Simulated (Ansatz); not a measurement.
A relaxation computed with Ansatz, from input to last step.

```yaml
crystal:
  lattice:
    - [2.755343678, 0.0, 0.0]
    - [-1.377671839, 2.3861976213, 0.0]
    - [0.0, 0.0, 12.3332989872]
  atoms:
    - { symbol: Al, position: [0.6666666667, 0.3333333333, 0.25] }
    - { symbol: Al, position: [0.3333333333, 0.6666666667, 0.75] }
    - { symbol: Cr, position: [0.3333333333, 0.6666666667, 0.4144969776] }
    - { symbol: Cr, position: [0.6666666667, 0.3333333333, 0.9144969776] }
    - { symbol: Cr, position: [0.6666666667, 0.3333333333, 0.5855030224] }
    - { symbol: Cr, position: [0.3333333333, 0.6666666667, 0.0855030224] }
    - { symbol: C, position: [0.0, 0.0, 0.5] }
    - { symbol: C, position: [0.0, 0.0, 0.0] }
basis:
  ecutwfc: 420
kpoints:
  mp_grid: { grid: [12, 12, 4] }
hamiltonian:
  xc: pbesol
scf:
  occupations: { method: gaussian, width: 0.1 }
output:
  forces: true
  stress: true
  eigenvalues: true
relax:
  adjacent_minimum: "off"
  f_tol: 0.01
  max_steps: 30
  cell: { stress_tol: 0.1, fix: [volume] }
```

```bash
ansatz run input.yaml --threads 2 --pin off --max-ram 5120MiB --backend cpu --events-out ev --progress --plain --runs-dir out
```

All numbers below come from DFT PBEsol, scalar-relativistic, plane waves, PAW in Ansatz 0.2.0.

The volume is held at 0.94 times that of the relaxed cell.

Of 4 frames 3 are shown, positions in Å and forces in eV/Å; the SCF threshold varies from step to step. Steps run on the plane waves of an earlier cell, with a Pulay correction in the pressure. The basis is chosen afresh for the last frame, the zero of the energies, and at times for earlier ones too; energy and pressure step there, also at an unchanged geometry.

```xyz
8
Lattice="2.7553 0.0000 0.0000 -1.3777 2.3862 0.0000 0.0000 0.0000 12.3333" Properties=species:S:1:pos:R:3:forces:R:3 pbc="T T T" step=1 free_energy_over_end_meV_per_atom=1.37 pressure_GPa=15.59
Al    1.3777    0.7954    3.0833    0.0000    0.0000    0.0000
Al    0.0000    1.5908    9.2500    0.0000    0.0000    0.0000
Cr    0.0000    1.5908    5.1121    0.0000    0.0000   -0.3925
Cr    1.3777    0.7954   11.2788    0.0000    0.0000   -0.3925
Cr    1.3777    0.7954    7.2212    0.0000    0.0000    0.3925
Cr    0.0000    1.5908    1.0545    0.0000    0.0000    0.3925
C     0.0000    0.0000    6.1666    0.0000    0.0000    0.0000
C     0.0000    0.0000    0.0000    0.0000    0.0000    0.0000
8
Lattice="2.7555 0.0000 0.0000 -1.3778 2.3863 0.0000 0.0000 0.0000 12.3319" Properties=species:S:1:pos:R:3:forces:R:3 pbc="T T T" step=2 free_energy_over_end_meV_per_atom=0.34 pressure_GPa=14.88
Al    1.3778    0.7954    3.0830    0.0000    0.0000    0.0000
Al    0.0000    1.5909    9.2489    0.0000    0.0000    0.0000
Cr    0.0000    1.5909    5.1044    0.0000    0.0000   -0.1910
Cr    1.3778    0.7954   11.2703    0.0000    0.0000   -0.1910
Cr    1.3778    0.7954    7.2274    0.0000    0.0000    0.1910
Cr    0.0000    1.5909    1.0615    0.0000    0.0000    0.1910
C     0.0000    0.0000    6.1659    0.0000    0.0000    0.0000
C     0.0000    0.0000    0.0000    0.0000    0.0000    0.0000
8
Lattice="2.7540 0.0000 0.0000 -1.3770 2.3850 0.0000 0.0000 0.0000 12.3454" Properties=species:S:1:pos:R:3:forces:R:3 pbc="T T T" step=4 free_energy_over_end_meV_per_atom=0.00 pressure_GPa=14.22
Al    1.3770    0.7950    3.0863    0.0000    0.0000    0.0000
Al    0.0000    1.5900    9.2590    0.0000    0.0000    0.0000
Cr    0.0000    1.5900    5.1032    0.0000    0.0000   -0.0034
Cr    1.3770    0.7950   11.2759    0.0000    0.0000   -0.0034
Cr    1.3770    0.7950    7.2422    0.0000    0.0000    0.0034
Cr    0.0000    1.5900    1.0695    0.0000    0.0000    0.0034
C     0.0000    0.0000    6.1727    0.0000    0.0000    0.0000
C     0.0000    0.0000    0.0000    0.0000    0.0000    0.0000
```

Time: 52 s on 2 threads of AMD EPYC 7571, with other jobs on the host, peak memory 0.54 GiB.

Spin polarisation was left out, and a magnetic state may lie lower.